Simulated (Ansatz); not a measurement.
According to PBE in the plane-wave PAW code Ansatz, ScPdN$_{2}$ in the trigonal phase (R-3m; Sc on 3b, Pd on 3a, N on 6c) relaxes to a = 3.284 Å, c = 17.833 Å. Sc has 6 nearest neighbours from 2.18 Å (octahedral); Pd has 2 nearest neighbours from 1.90 Å (linear). Against the elements it lies at -0.12 eV/atom, with no fitted shifts.

Electronic character: metallic (no gap).

The bulk modulus is 114 GPa.

The start of the workflow was typed in or built on a structure type; neither database checked (COD, Materials Project) lists it. Whether it is the stable phase at ambient conditions was not checked. Symmetry was held in the PBE relaxation; its stability against distortions is not shown here. The run is not spin-polarised. With an odd number of electrons in the cell and no spin polarisation, the count alone makes it a metal. The references are the lowest solids computed at this level, not always the standard phases (solids in place of the gases). Spin–orbit coupling is left out wherever it is not named.

Potentials: the later of the program's two PAW sets.
